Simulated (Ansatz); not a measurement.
# Two states of SrLi2NiS4

```
Ni Sr Li S
1.0
    -3.20678    3.20678    3.81308
     3.20678   -3.20678    3.81308
     3.20678    3.20678   -3.81308
Ni Sr Li S
1 1 2 4
Direct
  0.00000 0.00000 0.00000
  0.50000 0.50000 0.00000
  0.25000 0.75000 0.50000
  0.75000 0.25000 0.50000
  0.03526 0.03526 0.41320
  0.96474 0.37794 0.00000
  0.62206 0.62206 0.58680
  0.37794 0.96474 0.00000
```

Single point in Ansatz 0.2.0 with r2SCAN. Cutoff 500 eV, PAW datasets, 5×5×5 Γ-centred k mesh, gaussian filling (width 0.0609 eV).

State A: no moments (no spin polarisation). State B: Ni1 up (collinear spin).

**Question.** Which state is lower, and how do they differ?

**Answer.** State B is lower by 71.2 meV an atom at zero smearing; in free energy at this smearing B lies -70.1 meV an atom from A.

```json
{"state": "A", "free energy (meV/atom)": "70.1", "largest moment in a small sphere (μB)": "0.00", "net moment (μB/cell)": "0.00", "gap on mesh (eV)": "metal", "pressure (GPa)": "-0.9", "largest force (eV/Å)": "1.48"}
{"state": "B", "free energy (meV/atom)": "0.0", "largest moment in a small sphere (μB)": "1.40", "net moment (μB/cell)": "2.31", "gap on mesh (eV)": "metal", "pressure (GPa)": "0.0", "largest force (eV/Å)": "1.33"}
```

Origin: a known structure type with other elements, at an estimated volume, so it need not be a known compound. Caveats: semilocal functionals often miss the gap of such magnets.
